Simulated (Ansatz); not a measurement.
All numbers below come from DFT PBE, scalar-relativistic, plane waves, PAW in Ansatz. Plane waves to 420 eV, a 12×12×4 mesh through Γ for the 4-atom cell and 0.10 eV Gaussian smearing; no spin polarisation.

Formation energies are uncorrected and count from the elements' standard states at the same level.

Task: Suggest a trial structure for a tetragonal metal that holds I and 2 more elements, with a formation energy near −0.67 eV/atom and a density near 3.6 g/cm³, in a cell of 4 atoms.

Result: CaSnI2, space group P4/mmm (No. 123). Ca has 8 I at 3.27 Å and 4 Ca at 3.77 Å; Sn is surrounded by 4 Sn at 3.77 Å; I is surrounded by 4 Ca at 3.27 Å and 5 I at 3.77–3.79 Å.

```cif
data_structure
_symmetry_space_group_name_H-M 'P 1'
_symmetry_Int_Tables_number 1
_cell_length_a 3.7678
_cell_length_b 3.7678
_cell_length_c 13.2323
_cell_angle_alpha 90.000
_cell_angle_beta 90.000
_cell_angle_gamma 90.000
_cell_volume 187.85
loop_
_atom_site_label
_atom_site_type_symbol
_atom_site_fract_x
_atom_site_fract_y
_atom_site_fract_z
_atom_site_occupancy
Ca1 Ca 0.00000 0.00000 0.00000 1
Sn1 Sn 0.00000 0.00000 0.50000 1
I1 I 0.50000 0.50000 0.14321 1
I2 I 0.50000 0.50000 0.85679 1
```

* Volume per atom: 47.0 Å³
* Density: 3.6 g/cm³
* Energy over the elements: −0.67 eV/atom
* Gap on the 12×12×4 mesh of the 4-atom cell: 0 eV (a metal)

It was reached by relaxing an invented guess, and it needn't be the stable form of this composition. Other answers may fit too; this one was computed.

No dispersion correction is applied, so the spacing and binding between layers, chains or molecules are poorly described. These runs have no spin–orbit coupling, which can matter for I. The reference form of I is held partly by dispersion forces, which this level lacks. A structure relaxed within its symmetry needn't be a true minimum.
